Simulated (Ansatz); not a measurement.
SnGe:
```cif
data_GeSn
_chemical_formula_sum 'Sn1 Ge1'
_space_group_name_H-M_alt 'Pm-3m'
_space_group_IT_number 221
_space_group_name_Hall '-P 4 2 3'
_cell_length_a 3.53236
_cell_length_b 3.53236
_cell_length_c 3.53236
_cell_angle_alpha 90.000
_cell_angle_beta 90.000
_cell_angle_gamma 90.000
loop_
_atom_site_label
_atom_site_type_symbol
_atom_site_symmetry_multiplicity
_atom_site_Wyckoff_symbol
_atom_site_fract_x
_atom_site_fract_y
_atom_site_fract_z
_atom_site_occupancy
Sn1 Sn 1 a 0.00000 0.00000 0.00000 1
Ge1 Ge 1 b 0.50000 0.50000 0.50000 1
```

Relaxed with PBEsol.

Decompose the optical modes at the zone centre into irreducible representations, and say which are infrared and Raman allowed.

Point group m-3m: Γ_opt = T1u. Infrared: T1u. Raman: none.

Assign frequencies (DFPT, the program Ansatz at the PBEsol level (PAW)).

T1u 99 cm⁻¹.

A made-up cell: these elements were put on the sites of a structure type; neither database checked (COD, Materials Project) lists it. Its standing as an ambient phase is unchecked. The PBEsol relaxation kept the symmetry of its start. At this level the phase is mechanically unstable. As this level gives no gap, phonon frequencies hold no LO–TO term and depend on the k-mesh and smearing (Fermi–Dirac, 0.1 eV here). Scalar-relativistic: spin–orbit coupling is off unless named, which matters more the heavier the elements.

Potentials: the later of the program's two PAW sets.
